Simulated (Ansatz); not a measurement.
# SnSe (P4/nmm), a vibration from a frozen displacement

The calculation used DFT r2SCAN, scalar-relativistic, plane waves, PAW in Ansatz. Cutoff 500 eV, Γ-centred 6×6×4 k-points, Gaussian smearing of 0.05 eV. No spin polarisation. Energies are free energies at this smearing, counted from the undisturbed cell; pressure is positive in compression.

The starting cell (relaxed at this level; this form isn't the usual structure):

```
Sn Se
1.0
     4.28609    0.00000    0.00000
     0.00000    4.28609    0.00000
     0.00000    0.00000   10.98985
Sn Se
2 2
Direct
  0.50000 0.00000 0.37139
  0.00000 0.50000 0.62861
  0.50000 0.00000 0.61509
  0.00000 0.50000 0.38491
```

The cell holds layers and no dispersion correction was added, so their binding is poorly described.

Atom 3 (Se) is moved by x along the Cartesian unit vector (0.000, 0.000, -1.000); the cell and all other atoms stay fixed. The cell's volume is 201.89 Å³; the moved atoms weigh 78.971 u together and the others 316.391 u.

| x (Å) | ΔE (meV/cell) | total force on the moved atoms along the move (eV/Å) | pressure (GPa) |
| --- | --- | --- | --- |
| -0.2000 | 100.95 | 0.8987 | -0.7040 |
| -0.1500 | 60.03 | 0.7331 | -0.5604 |
| -0.1000 | 28.23 | 0.5325 | -0.4003 |
| -0.0500 | 7.47 | 0.2906 | -0.2207 |
| 0.0000 | 0.00 | -0.0007 | -0.0184 |
| 0.0500 | 8.52 | -0.3509 | 0.2109 |
| 0.1000 | 36.27 | -0.7716 | 0.4720 |
| 0.1500 | 87.08 | -1.2762 | 0.7705 |
| 0.1750 | 122.54 | -1.5648 | 0.9359 |
| 0.2000 | 165.55 | -1.8804 | 1.1133 |

Problem. What frequency belongs to this motion?

Solution. The force constant is k = −dF/dx = 6.415 eV/Å², from the parabola through x = -0.0500, 0 and 0.0500. In every cell the moved atoms swing against the rest, so the mass is μ = m₁m₂/(m₁ + m₂) = 63.197 u, and ν̃ = 521.5 cm⁻¹ × √(|k|/μ) = 166 cm⁻¹. The pattern needn't be a normal mode: ν̃² is then a weighted mean of the squared nonzero frequencies at the zone centre of this cell, taken without macroscopic field, so it lies between the lowest and the highest of them.

Problem. How far does the harmonic law reach?

Solution. At x = -0.200 Å, kx²/2 = 128.30 meV against the computed 100.95 meV (-21.3 %): the well softens in this direction at large amplitude.